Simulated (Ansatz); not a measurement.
In4SbAs3 as one 8-atom ordering (Amm2) on the zincblende lattice: a relaxation of cell and atoms in Ansatz 0.2.0 (PBE). The starting cell was estimated from covalent radii.

Input file:
```yaml
crystal:
  lattice:
    - [4.2897505617, 0.0, 0.0]
    - [0.0, 4.2897505617, 6.0666234236]
    - [0.0, -4.2897505617, 6.0666234236]
  atoms:
    - { symbol: As, position: [0.0, 0.0, 0.0] }
    - { symbol: As, position: [0.5, 0.0, 0.5] }
    - { symbol: As, position: [0.5, 0.5, 0.0] }
    - { symbol: Sb, position: [0.0, 0.5, 0.5] }
    - { symbol: In, position: [0.5, 0.875, 0.875] }
    - { symbol: In, position: [0.0, 0.875, 0.375] }
    - { symbol: In, position: [0.0, 0.375, 0.875] }
    - { symbol: In, position: [0.5, 0.375, 0.375] }
kpoints:
  mp_grid: { grid: [6, 4, 4] }
hamiltonian:
  xc: pbe
scf:
  occupations: { method: fermi_dirac, width: 0.02 }
relax:
  f_tol: 0.005
  cell: {}
```

Command: `ansatz run input.yaml --threads 4 --pin off --max-ram 6451MiB --backend cpu --events-out ev --progress --plain --runs-dir out`.

Question: What wall time did it need on 4 threads of Arm Neoverse V1 (shared host), load about 0.3 per core, and what peak of host memory did it reach?

Answer: About 54 s, with a peak of 0.86 GiB.

Main lines of the log:
```
Pseudopotential: As, paw, valence charge 15, recommended cutoff 420 eV (normal)
Pseudopotential: Sb, paw, valence charge 15, recommended cutoff 420 eV (normal)
Pseudopotential: In, paw, valence charge 13, recommended cutoff 420 eV (normal)
Functional definition: PBE
Crystal: 8 atoms, lattice volume = 223.276 Å³
Basis set: ecut = 420 eV, 4381 PW (Γ)
Bands: 68, of which v1, the nominal top of the filled ones, is band 56 counted from 1 (55 counted from 0)
Symmetry: 4 space group operations
Space group: Amm2 (ITA 38)
k-points: 28 of 96 (time reversal used)
relax step 1: F+E_penalty+E_count = -43445.10243439 eV  max|allowed force component| = 1.511e0 eV/Å  Δτ_max = 0.0000 Å  P = +7.159 GPa  Ω = 223.276 Å³
relax step 2: F+E_penalty+E_count = -43445.72738931 eV  max|allowed force component| = 8.454e-1 eV/Å  Δτ_max = 0.1961 Å  P = -0.143 GPa  Ω = 251.208 Å³
relax step 3: F+E_penalty+E_count = -43445.81135276 eV  max|allowed force component| = 9.488e-2 eV/Å  Δτ_max = 0.0906 Å  P = -0.644 GPa  Ω = 254.360 Å³
relax step 4: F+E_penalty+E_count = -43445.82306055 eV  max|allowed force component| = 1.340e-2 eV/Å  Δτ_max = 0.0113 Å  P = -0.131 GPa  Ω = 251.147 Å³
relax step 5: F+E_penalty+E_count = -43445.82355853 eV  max|allowed force component| = 2.659e-3 eV/Å  Δτ_max = 0.0017 Å  P = +0.001 GPa  Ω = 250.404 Å³
relax step 6: F+E_penalty+E_count = -43445.82888182 eV  max|allowed force component| = 2.778e-3 eV/Å  Δτ_max = 0.0000 Å  P = -0.006 GPa  Ω = 250.404 Å³  (SCF on a basis re-selected at this cell)
Free energy (F): -43445.828882 eV
Internal energy: -43445.828579 eV  (E = F + TS)
E sigma→0 (E₀):  -43445.828730 eV
Entropy (-TS):   -0.000303 eV (-0.038 meV/atom)
Fermi energy:    6.940659 eV
--- Per-component energies (eV) ---
  E_band       = -1282.620822
  E_kinetic    = 1484.750389
  E_local      = -13433.216712
  E_nonlocal   = -180.263334
  E_hartree    = 6294.874136
  E_xc         = -1234.476876
  E_vxc        = -727.486832
  E_paw        = -26703.031403
  E_vpaw       = -1016.152227
  E_ewald      = -9674.464903
  E_smearing   = -0.000303
--- Forces (eV/Å), atoms counted from 1 ---
  atom   1  As      0.00000      0.00000      0.00085
  atom   2  As      0.00000      0.00278      0.00106
  atom   3  As      0.00000    -0.00278      0.00106
  atom   4  Sb      0.00000      0.00000      0.00152
  atom   5  In      0.00000      0.00000      0.00252
  atom   6  In      0.00000      0.00060    -0.00231
  atom   7  In      0.00000    -0.00060    -0.00231
  atom   8  In      0.00000      0.00000    -0.00238
--- Stress (GPa, compression-positive) ---
       -0.001837       0.000000       0.000000
        0.000000      -0.013790       0.000000
        0.000000       0.000000      -0.003670
  P = ⅓ Tr σ = -0.0064 GPa (-0.064 kbar)
--- Relaxed structure (5 steps of the walk, 5 accepted, 1 SCFs on fresh bases) ---
  F+E_penalty+E_count = -43445.82888182 eV   max|allowed force component| = 2.778e-3 eV/Å
  cell:  # Å, volume = 250.4037 Å³
    - [4.456134, 0.000000, 0.000000]
    - [0.000000, 4.459861, 6.299865]
    - [0.000000, -4.459861, 6.299865]
  atoms:
    - { symbol: As, position: [0.000000, 0.000172, 0.000172] }
    - { symbol: As, position: [0.500000, -0.001015, 0.500902] }
    - { symbol: As, position: [0.500000, 0.500902, -0.001015] }
    - { symbol: Sb, position: [0.000000, 0.500442, 0.500442] }
    - { symbol: In, position: [0.500000, 0.876004, 0.876004] }
    - { symbol: In, position: [0.000000, 0.887971, 0.370046] }
    - { symbol: In, position: [0.000000, 0.370046, 0.887971] }
    - { symbol: In, position: [0.500000, 0.365478, 0.365478] }
```

The walk took 5 steps, besides SCFs solved again on a fresh basis, and changed the volume by +12.2 %. The last SCF, on a fresh basis, lies 90.8 meV an atom below the first. At the end: it is orthorhombic, Amm2 (No. 38); conventional cell a = 4.456 Å, b = 8.920 Å, c = 12.600 Å, 31.30 Å³ an atom. As is surrounded by 4 In at 2.69–2.72 Å; As is surrounded by 4 In at 2.67–2.73 Å; Sb is surrounded by 4 In at 2.80–2.82 Å; In is surrounded by 4 As at 2.72–2.73 Å; In is surrounded by 3 As at 2.69–2.70 Å and 1 Sb at 2.82 Å; In is surrounded by 2 As at 2.67 Å and 2 Sb at 2.80 Å.

The structure was generated, not taken from experiment, and needn't be the ground state; spin polarisation is off.
